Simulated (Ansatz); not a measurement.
ZnInGaO₄:
```cif
data_GaInO4Zn
_chemical_formula_sum 'Zn1 In1 Ga1 O4'
_space_group_name_H-M_alt 'P 1'
_space_group_IT_number 1
_cell_length_a 8.70287
_cell_length_b 8.70287
_cell_length_c 8.70287
_cell_angle_alpha 21.713
_cell_angle_beta 21.713
_cell_angle_gamma 21.713
loop_
_space_group_symop_operation_xyz
  'x, y, z'
loop_
_atom_site_label
_atom_site_type_symbol
_atom_site_fract_x
_atom_site_fract_y
_atom_site_fract_z
_atom_site_occupancy
Zn1 Zn 0.21870 0.21870 0.21870 1
In1 In 0.00282 0.00282 0.00282 1
Ga1 Ga 0.78718 0.78718 0.78718 1
O1 O 0.29489 0.29489 0.29489 1
O2 O 0.71128 0.71128 0.71128 1
O3 O 0.12125 0.12125 0.12125 1
O4 O 0.86387 0.86387 0.86387 1
```

Relaxed with LDA.

Question: Which orbitals make up the states near the band edges in LDA in the plane-wave PAW code Ansatz?

Answer: Top 1 eV of the valence band: O 2p 83 %, Zn 3d 12 %. Bottom 1 eV of the conduction band: O 2s 28 %, In 5s 18 %, Ga 4s 17 %, O 2p 16 %, Zn 4s 13 %. Projections are on Löwdin-orthogonalised atomic valence shells; empty p or d shells of many metals are not among them.

Question: Tabulate the density of states.

Answer: States/eV per cell of 7 atoms, in 0.25 eV bins, energy from the valence-band maximum.

| E (eV) | total | O 2p | Zn 3d | In 5s |
|---|---|---|---|---|
| -7.85 | 0.00 | 0.00 | 0.00 | 0.00 |
| -7.60 | 0.00 | 0.00 | 0.00 | 0.00 |
| -7.35 | 0.48 | 0.28 | 0.02 | 0.01 |
| -7.10 | 2.03 | 1.20 | 0.08 | 0.03 |
| -6.85 | 1.78 | 1.06 | 0.07 | 0.03 |
| -6.60 | 0.85 | 0.50 | 0.05 | 0.03 |
| -6.35 | 0.67 | 0.39 | 0.05 | 0.03 |
| -6.10 | 0.60 | 0.34 | 0.06 | 0.03 |
| -5.85 | 1.33 | 0.76 | 0.18 | 0.08 |
| -5.60 | 7.03 | 3.76 | 1.51 | 0.95 |
| -5.35 | 8.05 | 3.58 | 3.35 | 0.18 |
| -5.10 | 7.41 | 3.03 | 3.61 | 0.08 |
| -4.85 | 6.45 | 2.75 | 2.97 | 0.08 |
| -4.60 | 4.90 | 2.08 | 2.15 | 0.14 |
| -4.35 | 6.24 | 2.41 | 3.03 | 0.17 |
| -4.10 | 11.07 | 2.34 | 8.05 | 0.08 |
| -3.85 | 5.86 | 2.39 | 2.78 | 0.04 |
| -3.60 | 5.43 | 2.38 | 2.36 | 0.07 |
| -3.35 | 3.84 | 1.86 | 1.44 | 0.06 |
| -3.10 | 4.70 | 2.89 | 1.10 | 0.05 |
| -2.85 | 4.59 | 3.06 | 0.82 | 0.04 |
| -2.60 | 5.64 | 4.10 | 0.78 | 0.04 |
| -2.35 | 4.37 | 3.25 | 0.56 | 0.02 |
| -2.10 | 3.01 | 2.33 | 0.34 | 0.01 |
| -1.85 | 4.16 | 3.28 | 0.43 | 0.00 |
| -1.60 | 5.41 | 4.41 | 0.50 | 0.00 |
| -1.35 | 4.36 | 3.66 | 0.39 | 0.01 |
| -1.10 | 5.47 | 4.68 | 0.42 | 0.01 |
| -0.85 | 7.61 | 6.47 | 0.72 | 0.01 |
| -0.60 | 4.47 | 3.71 | 0.57 | 0.00 |
| -0.35 | 7.06 | 5.82 | 1.02 | 0.00 |
| -0.10 | 1.13 | 0.84 | 0.26 | 0.00 |
| 0.15 | 0.00 | 0.00 | 0.00 | 0.00 |
| 0.40 | 0.00 | 0.00 | 0.00 | 0.00 |
| 0.65 | 0.00 | 0.00 | 0.00 | 0.00 |
| 0.90 | 0.00 | 0.00 | 0.00 | 0.00 |
| 1.15 | 0.00 | 0.00 | 0.00 | 0.00 |
| 1.40 | 0.01 | 0.00 | 0.00 | 0.00 |
| 1.65 | 0.04 | 0.00 | 0.00 | 0.01 |
| 1.90 | 0.06 | 0.01 | 0.00 | 0.01 |
| 2.15 | 0.09 | 0.02 | 0.00 | 0.02 |
| 2.40 | 0.13 | 0.03 | 0.00 | 0.02 |
| 2.65 | 0.17 | 0.04 | 0.00 | 0.03 |
| 2.90 | 0.20 | 0.05 | 0.00 | 0.03 |
| 3.15 | 0.24 | 0.06 | 0.00 | 0.04 |
| 3.40 | 0.30 | 0.08 | 0.00 | 0.04 |
| 3.65 | 0.37 | 0.10 | 0.00 | 0.05 |
| 3.90 | 0.45 | 0.12 | 0.00 | 0.06 |
| 4.15 | 0.55 | 0.15 | 0.00 | 0.07 |
| 4.40 | 0.69 | 0.19 | 0.00 | 0.09 |
| 4.65 | 0.85 | 0.23 | 0.00 | 0.12 |
| 4.90 | 1.02 | 0.27 | 0.00 | 0.17 |
| 5.15 | 1.49 | 0.35 | 0.00 | 0.29 |
| 5.40 | 2.45 | 0.54 | 0.00 | 0.59 |
| 5.65 | 2.09 | 0.51 | 0.00 | 0.53 |
| 5.90 | 2.44 | 0.59 | 0.00 | 0.59 |
| 6.15 | 2.78 | 0.61 | 0.00 | 0.62 |

Space group R3m. Symmetry was held in the LDA relaxation. Spin–orbit coupling is left out wherever it is not named.

Potentials: the later of the program's two PAW sets.
